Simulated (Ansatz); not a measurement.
2 distorted cells of Li2Re, built from a rock-salt lattice with a pair of atoms on one site. PBE, full-potential LAPW in Ansatz, scalar relativity, no spin–orbit coupling, cores by Dirac's equation, point nucleus. Brillouin zone: 2×2×2 (half-step shift), Fermi–Dirac smearing of 0.15 eV; a denser mesh would shift the values. For a metal, stress, forces and moments on so few k-points can be far from the converged ones. On this fcc-type cell the shift lowers the mesh's symmetry. The run is spin-unpolarised. The cell's electron count is odd, so a run with spin could end lower.

Task: Order these from lowest to highest E − TS per atom, as computed on this mesh.
A.
11.91 Å³ an atom
```
CELL_PARAMETERS angstrom
-2.57070 -0.03420 2.74090
0.09457 2.54012 2.80127
-2.51629 2.42534 0.02021
ATOMIC_POSITIONS crystal
Re 0.95207 0.69515 0.49306
Li 0.33282 0.08320 0.89300
Li 0.55178 0.33767 0.10209
```
B.
16.37 Å³ an atom
```
CELL_PARAMETERS angstrom
-2.81495 -0.19320 2.89876
0.13662 2.80679 2.84218
-2.77926 2.82767 -0.15751
ATOMIC_POSITIONS crystal
Re 0.41690 0.97500 0.15159
Li 0.75553 0.42469 0.52709
Li 0.00040 0.60150 0.75286
```

Result: B (lowest), A (+0.36 eV an atom).

From the lowest up, pressure and r.m.s. force: -1.0 GPa, 1.32 eV/Å; 25.6 GPa, 1.63 eV/Å.
